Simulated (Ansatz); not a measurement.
MnSi:
```cif
data_Mn4Si4
_chemical_formula_sum 'Mn4 Si4'
_space_group_name_H-M_alt 'P 1'
_space_group_IT_number 1
_cell_length_a 4.47067
_cell_length_b 4.47067
_cell_length_c 4.47067
_cell_angle_alpha 90.000
_cell_angle_beta 90.000
_cell_angle_gamma 90.000
loop_
_space_group_symop_operation_xyz
  'x, y, z'
loop_
_atom_site_label
_atom_site_type_symbol
_atom_site_fract_x
_atom_site_fract_y
_atom_site_fract_z
_atom_site_occupancy
Mn1 Mn 0.36298 0.13702 0.86298 1
Mn2 Mn 0.13702 0.86298 0.36298 1
Mn3 Mn 0.86298 0.36298 0.13702 1
Mn4 Mn 0.63702 0.63702 0.63702 1
Si1 Si 0.65460 0.84540 0.15460 1
Si2 Si 0.84540 0.15460 0.65460 1
Si3 Si 0.15460 0.65460 0.84540 1
Si4 Si 0.34540 0.34540 0.34540 1
```
The run is spin-polarised; directions of the spins, atom by atom: ↑ ↑ ↑ ↑ 0 0 0 0.

Relaxed with PBEsol.

Problem. Which orbitals make up the states near the Fermi level in the program Ansatz at the PBEsol level (PAW)?

Solution. Within 0.5 eV of the Fermi level: Mn 3d 91 %, Si 3p 5 %. Projections are on Löwdin-orthogonalised atomic valence shells; empty p or d shells of many metals are not among them.

Problem. Tabulate the density of states.

Solution. States/eV per cell of 8 atoms, in 0.25 eV bins, energy from the Fermi level.

```tsv
E (eV)	total	Mn 3d	Si 3p	Si 3s
-7.85	1.71	0.32	0.50	0.80
-7.60	1.34	0.28	0.36	0.63
-7.35	1.23	0.29	0.30	0.59
-7.10	1.39	0.35	0.30	0.66
-6.85	1.67	0.43	0.37	0.74
-6.60	1.26	0.21	0.67	0.22
-6.35	1.37	0.22	0.87	0.10
-6.10	1.69	0.34	1.03	0.13
-5.85	2.90	0.72	1.74	0.19
-5.60	2.86	0.75	1.64	0.22
-5.35	2.74	0.80	1.47	0.22
-5.10	2.85	0.85	1.52	0.21
-4.85	2.16	0.63	1.18	0.13
-4.60	3.57	1.21	1.87	0.21
-4.35	4.36	1.51	2.24	0.28
-4.10	3.94	1.64	1.78	0.25
-3.85	3.64	1.62	1.59	0.21
-3.60	3.77	1.97	1.45	0.18
-3.35	6.12	3.31	2.29	0.23
-3.10	4.83	2.95	1.48	0.16
-2.85	7.44	4.89	1.93	0.22
-2.60	8.60	6.25	1.63	0.19
-2.35	11.25	8.04	2.22	0.26
-2.10	9.27	6.79	1.71	0.14
-1.85	10.58	7.91	1.80	0.14
-1.60	7.19	5.63	1.12	0.08
-1.35	6.08	4.97	0.80	0.05
-1.10	7.11	6.10	0.67	0.06
-0.85	7.69	6.88	0.51	0.06
-0.60	7.22	6.64	0.34	0.04
-0.35	8.09	7.37	0.39	0.07
-0.10	6.26	5.52	0.40	0.07
0.15	4.29	3.87	0.23	0.03
0.40	7.22	6.68	0.32	0.05
0.65	8.60	7.62	0.65	0.10
0.90	3.36	2.96	0.24	0.04
1.15	5.11	4.65	0.31	0.05
1.40	4.68	3.85	0.61	0.11
1.65	2.56	1.73	0.61	0.12
1.90	2.07	1.39	0.50	0.10
2.15	3.64	2.44	0.83	0.21
2.40	3.00	1.82	0.68	0.36
2.65	2.83	1.53	0.73	0.42
2.90	2.47	1.23	0.66	0.41
3.15	4.30	2.06	1.08	0.82
3.40	4.33	1.95	1.19	0.83
3.65	4.56	1.87	1.34	0.84
3.90	4.54	1.53	1.56	0.72
4.15	3.59	1.15	1.27	0.53
4.40	4.82	1.39	1.74	0.63
4.65	3.85	0.93	1.49	0.47
```

Space group P2_13. Symmetry was held in the PBEsol relaxation. Spin order of the final state: ferromagnetic, chosen from 5 collinear starts compared on coarse meshes (ties went to the first, and starts can fall back to one state), not a proven ground state. Textbook magnetic order: helical.

Potentials: the earlier of the program's two PAW sets. The files were generated under PBE; for other functionals the program regenerates the frozen cores, and for LDA and PBEsol the local potential too.
